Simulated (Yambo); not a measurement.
Yambo run on Cs$_{2}$PtBr$_{6}$ (space group Fm-3m, No. 225). The wavefunctions are PBEsol (pw.x of Quantum ESPRESSO, ONCV potentials, without SOC) ones on a 2×2×2 mesh (39 occupied bands); a = b = c = 7.648 Å, α = β = γ = 60.00°.

Yambo input:

```
rim_cut
HF_and_locXC
RandQpts= 1000000
RandGvec= 1 Ry
EXXRLvcs= 84 Ry
VXCRLvcs= 336 Ry
% QPkrange
 1 | 1 | 39 | 40 |
 2 | 2 | 39 | 40 |
 3 | 3 | 39 | 40 |
%
```

k points by index: 1 = Γ, 2 = L, 3 = X.

The o-*.hf file then holds:

```
#    K-point    Band    Eo [eV]    Ehf [eV]    Vxc [eV]    Vnlxc [eV]
#
    1    39    0.000000    -3.806200    -13.06116    -16.86736
    1    40    2.219381    5.915002    -16.86366    -13.16804
    2    39    -0.230057    -4.115530    -12.80750    -16.69298
    2    40    1.943175    5.457005    -16.46379    -12.94996
    3    39    -0.022333    -3.816850    -13.01915    -16.81367
    3    40    1.290078    4.648291    -15.53269    -12.17447
```
Exchange alone, without screening.

Geometry of the Materials Project entry, not relaxed at this level.

The structure is a Materials Project entry; no match was found in the copy of COD used, and its stability was not checked.
